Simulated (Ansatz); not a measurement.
This cell of KF (rock salt) is off equilibrium:

```xyz
2
Lattice="0.0000 2.7104 2.7104 2.7104 0.0000 2.7104 2.7104 2.7104 0.0000" Properties=species:S:1:pos:R:3 pbc="T T T"
F      0.0000     0.0000    -0.1000
K      2.7104     2.7104     2.7590
```

All values below come from PBE (plane waves to 420 eV, PAW, scalar-relativistic; Ansatz, a program for electronic structure). k mesh 11×11×11 (Γ-centred), Fermi-Dirac smearing 0.05 eV. Stress and pressure are positive under compression. KF was relaxed with its symmetry unable to fall.

Question: Predict the force on every atom, in eV/Å.

Answer: 
| atom | Fx | Fy | Fz |
|---|---|---|---|
| F1 | 0.000 | 0.000 | 0.210 |
| K2 | 0.000 | 0.000 | -0.210 |

Question: What is the stress tensor (GPa)?

Answer: 
```
  -0.04     0.00     0.00
   0.00    -0.04     0.00
   0.00     0.00     0.91
```
The pressure, a third of the trace, is 0.28 GPa.

(For displaced atoms, the force is minus the slope of the energy, and its curvature is a force constant, which sets phonon frequencies.)
